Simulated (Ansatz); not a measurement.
**An elastic constant from a strain scan in K**

Theory: DFT PBEsol, scalar-relativistic, plane waves, PAW in Ansatz. The runs took a 420 eV cutoff, a Γ-centred 14×14×14 mesh and Gaussian smearing (0.15 eV). No spin polarisation. Energies are free energies at this smearing, counted from the undisturbed cell; pressure is positive in compression.

The undisturbed cell (as given, not relaxed at this level; it stands at 0.0 GPa):

```xyz
1
Lattice="-2.6180 2.6180 2.6180 2.6180 -2.6180 2.6180 2.6180 2.6180 -2.6180" Properties=species:S:1:pos:R:3 pbc="T T T"
K     0.0000    0.0000    0.0000
```

The cell is strained by ε times the Voigt pattern (0, 1, 0, 0, 0, 0) (xx, yy, zz, yz, xz, xy; engineering shear) with fractional coordinates fixed. The cell holds 1 atom in V0 = 71.77 Å³. The stress column is τ = (1/V0) dE/dε, got from the stress tensor σ (compression positive) at each point as −det(1 + εP) σ : P(1 + εP)⁻¹, with P the pattern as a tensor.

```csv
ε,ΔE (meV/atom),τ (GPa)
-0.0200,0.007,-0.046
-0.0150,-0.070,-0.023
-0.0100,-0.096,0.000
-0.0050,-0.072,0.021
0.0000,0.000,0.042
0.0050,0.118,0.063
0.0100,0.281,0.082
0.0150,0.486,0.101
0.0175,0.605,0.110
0.0200,?,?
```

**Question.** Which combination of elastic constants does this scan measure, and how large is it?

**Answer.** For small ε, τ = τ0 + Kε with K = pᵀCp, which for this pattern is C11 in the cubic axes. The parabola through τ at ε = -0.0050, 0 and 0.0050 has slope K = 4.1 GPa at zero. The energies per cell, E = NΔE, of the wider pair ε = ±0.0150 give K = 2[E(ε₊)/ε₊ − E(ε₋)/ε₋]/[(ε₊ − ε₋)V0] = 4.1 GPa, in agreement.

**Question.** Predict the withheld row at ε = 0.0200 from the harmonic law, and compare.

**Answer.** ΔE = V0(τ0 ε + Kε²/2)/N = 0.750 meV/atom and τ = 0.13 GPa. The calculation gives 0.734 meV/atom and 0.12 GPa, a miss of 2.2 % of the harmonic energy, so the harmonic law still holds on this side, though at ε = -0.0200 the energy lies 167 % above it.

In a metal these slopes depend on the k mesh and the smearing.